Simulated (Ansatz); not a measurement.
Relaxed Ti (hcp, Mg type):

```yaml
crystal:
  lattice:
    - [2.93591, 0.00000, 0.00000]
    - [-1.46796, 2.54258, 0.00000]
    - [0.00000, 0.00000, 4.63642]
  atoms:
    - { symbol: Ti, position: [0.33333, 0.66667, 0.75000] }
    - { symbol: Ti, position: [0.66667, 0.33333, 0.25000] }
```

The atoms are displaced by Q × the pattern below (from a DFPT mode at Γ, largest move 1; Q in Å), at fixed cell. It is one choice among 2 degenerate patterns.

```csv
atom,x,y,z
Ti1,0.000,-1.000,0.000
Ti2,0.000,1.000,0.000
```

All values below come from r2SCAN (plane waves to 500 eV, PAW, scalar-relativistic; Ansatz, a quantum-chemistry and plane-wave program). k mesh 18×18×10 (Γ-centred), Fermi-Dirac smearing 0.05 eV. With partly filled bands, energies and forces of such displacements shift with the k mesh and the smearing. Ti is run without spin polarisation. Ti was relaxed with its symmetry unable to fall. 

```csv
Q (Å),−dE/dQ from forces (eV/Å)
-0.180,0.906
-0.150,0.864
-0.120,0.792
-0.090,0.649
-0.060,0.446
-0.030,0.224
0.000,0.000
0.030,-0.218
0.060,-0.424
0.090,-0.612
0.120,-0.771
0.150,-0.895
0.180,-0.983
```

Problem. What harmonic wavenumber does the curvature at Q = 0 give?

Solution. 145 cm⁻¹. E″ = 7.41 eV/Å², M = Σ mᵢ|uᵢ|² = 95.7 u, ν̃ = 521.5·√(|E″|/M).

(A displaced cell: forces are minus the slopes of the energy, force constants its curvatures, and phonons follow from these.)
